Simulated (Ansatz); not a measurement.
Consider the following.

Al$_{2}$Cu (Al2Cu type, space group I4/mcm)

```
Al2Cu
1.0
   -3.00291     3.00291     2.39485
    3.00291    -3.00291     2.39485
    3.00291     3.00291    -2.39485
Al Cu
4 2
Direct
  0.65905   0.15905   0.81810
  0.84095   0.65905   0.50000
  0.15905   0.34095   0.50000
  0.34095   0.84095   0.18190
  0.25000   0.25000   0.00000
  0.75000   0.75000   0.00000
```

E(V) scan at fixed shape, V₀ the volume above. The atoms relax within the cell's symmetry.

All values below come from r2SCAN (plane waves to 500 eV, PAW, scalar-relativistic; Ansatz, a program for electronic structure). k mesh 12×12×12 (Γ-centred), Fermi-Dirac smearing 0.05 eV. E stands for the smeared free energy. Compression counts positive. With the shape held, the modulus is that of even scaling; a crystal free to change shape is softer. Al2Cu is run without spin polarisation. Al2Cu was relaxed with its symmetry unable to fall. ΔE is measured from the relaxed starting cell.

The scan covers V/V₀ from 0.840 to 1.160 in 13 points.

### Question
What is ΔE at V/V₀ = 1.160?

### Answer
99 meV/atom.

### Question
What is ΔE at V/V₀ = 0.840?

### Answer
180 meV/atom.

### Question
What pressure does the cell carry at V/V₀ = 0.840?

### Answer
29.3 GPa.

(Under strain, the slope of the energy per volume gives the stress and its curvature an elastic modulus.)
